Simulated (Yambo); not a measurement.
BSE-type run in Yambo on KPSO$_{3}$H$_{2}$ (space group Cm, No. 8), at zero momentum.

Quantum ESPRESSO step (PBEsol, PseudoDojo standard norm-conserving files, scalar-relativistic):
```
&CONTROL
  calculation = 'nscf'
  pseudo_dir = './pseudo'
  outdir = './out'
/
&SYSTEM
  ibrav = 0
  nat = 8
  ntyp = 5
  ecutwfc = 84.0
  ecutrho = 336.0
  occupations = 'fixed'
  force_symmorphic = .true.
  nbnd = 68
/
&ELECTRONS
  conv_thr = 8e-09
  diago_full_acc = .true.
  diago_thr_init = 1e-08
/
ATOMIC_SPECIES
H 1.0080 H.upf
O 15.9990 O.upf
P 30.9738 P.upf
S 32.0600 S.upf
K 39.0983 K.upf
CELL_PARAMETERS angstrom
  3.291970000000  -3.187320000000   0.000000000000
  3.291970000000   3.187320000000   0.000000000000
 -1.891207000000   0.000000000000   5.712028000000
ATOMIC_POSITIONS crystal
H   0.206980000000   0.829680000000   0.188920000000
H   0.829680000000   0.206980000000   0.188920000000
O   0.107080000000   0.107080000000   0.103960000000
O   0.262320000000   0.651180000000   0.269540000000
O   0.651180000000   0.262320000000   0.269540000000
P   0.344860000000   0.344860000000   0.111210000000
S   0.384810000000   0.384810000000   0.797990000000
K   0.847260000000   0.847260000000   0.611910000000
K_POINTS automatic
4 4 4 0 0 0
```

Yambo input:
```
rim_cut
optics
bse
bss
dipoles
em1s
RandQpts= 1000000
RandGvec= 1 Ry
FFTGvecs= 40 Ry
Chimod= "HARTREE"
BSKmod= "SEX"
BSEmod= "resonant"
BSSmod= "hs"
BSENGexx= 15 Ry
BSENGBlk= 3 Ry
% BSEQptR
 1 | 1 |
%
% BSEBands
 11 | 34 |
%
% BEnRange
 0.0 | 12.6 | eV
%
% BDmRange
 0.15 | 0.15 | eV
%
BEnSteps= 252
% BLongDir
 1.0 | 0.0 | 0.0 |
%
BSHayTrs= -0.02
BSSNEig= 24
WRbsWF
% BndsRnXs
 1 | 64 |
%
NGsBlkXs= 3 Ry
% LongDrXs
 1.0 | 1.0 | 1.0 |
%
```

From the report:

The dimension is k points × valence × conduction bands = 64 × 10 × 14 = 8960.
```
  [SLEPC] Approach                          : Krylov-Schur
  [SLEPC] Number of requested eigenvalues   :  24
  [SLEPC] Number of eigenvalues        [NEV]:  24
   [K] Dimension                                    :   8960
   [K] Bands                                        :   11   34
   [K] Exchange res                                 : yes
   [K] Correlation res                              : yes
   [K] W interaction is bare                        : no
   [K] RL vectors exchange                          :   791
   [K] RL vectors correlation                       :   79
   [W] Matrix size                                  :   79
   [W] Bands                                        :    1   64
   [W] Coulomb Cutoff                               : none
   [W] Hxc Kernel                                   : HARTREE
```
Lowest eigenvalues (eV; in brackets the number of states within 2 meV): 3.24 (1), 3.36 (1), 3.42 (1), 3.65 (1), 3.74 (1), 3.76 (1). They depend on the mesh, which isn't converged; without a scissor they sit on the DFT energy scale.

Geometry of the Materials Project entry, not relaxed at this level.
